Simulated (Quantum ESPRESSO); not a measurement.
# Planted mistakes on one cell of Hf3GaO7F

These are calculations, not measurements. They come from pw.x of Quantum ESPRESSO 7.5, a plane-wave density functional program, with PseudoDojo standard norm-conserving files (v0.5 for PBE, v0.4.1 for LDA and PBEsol). The cells are made up: elements, strain and atom displacements were drawn at random, and nothing was relaxed. There is no spin polarisation, spin-orbit coupling or dispersion term.

The hafnium file is less sure than the others, with forces about 3 percent (worst 6) and pressure in oxides about 1.5 GPa (worst 2.7) from a second method in checks, which no rerun with the same files tests.

The cell has 12 sites of a rutile lattice (two cells along c). Sites 1 to 4 hold Hf Ga Hf Hf; sites 5 to 12 hold O O O O O O O F. Cell vectors in Å: (4.912, -0.018, 0.017); (-0.018, 4.869, 0.040); (0.023, 0.053, 6.396). Settings: PBE, cutoff 1143 eV, 5 x 5 x 4 k mesh shifted by half a step, Fermi-Dirac smearing of 0.025 eV.

The intended run has a self-consistency threshold of 1e-07 eV, a smearing term of 0.000 eV, a pressure of -5.72 GPa and 14 iterations. Each further run changes one thing: all lengths scaled by 0.9873; atoms of sites 7 and 12 exchanged; one electron added; smearing 0.65 eV; threshold 0.07 eV. A coarse mesh keeps the shift, and a charged cell sits in a uniform background.

| run | change of free energy (eV) | smearing term -TS (eV) | change of P (GPa) | largest change of a force component (eV/Å) | iterations |
| --- | --- | --- | --- | --- | --- |
| A | -0.372 | -1.703 | 1.59 | 0.439 | 14 |
| B | -0.077 | 0.000 | 7.32 | 0.262 | 14 |
| C | 11.733 | -0.001 | 18.46 | 0.801 | 15 |
| D | 0.033 | 0.000 | 0.21 | 0.206 | 6 |
| E | -0.750 | 0.000 | 0.37 | 6.024 | 14 |

A rerun of the intended cell at 1437 eV and k mesh 7 x 7 x 6 moved values by no more than 0.004 eV in the cell's energy, 0.03 GPa in stress and 0.003 eV/Å in force.

Question: which change belongs to which run?

## Worked reading

Run D has the fewest iterations, as a run stopped early does. Run A has the largest smearing term, as wide smearing gives. Run B changes the volume by a factor of 0.9624; minus its pressure change over the logarithm of that factor, 191 GPa, is a rough bulk modulus with clamped atoms. Energies from files of another functional, or of a charged cell, have another zero and say nothing on stability; the pressure of a charged cell rests on the program's zero of potential too.

## Key

```
run                             change
  A                   smearing 0.65 eV
  B       all lengths scaled by 0.9873
  C                 one electron added
  D                  threshold 0.07 eV
  E  atoms of sites 7 and 12 exchanged
```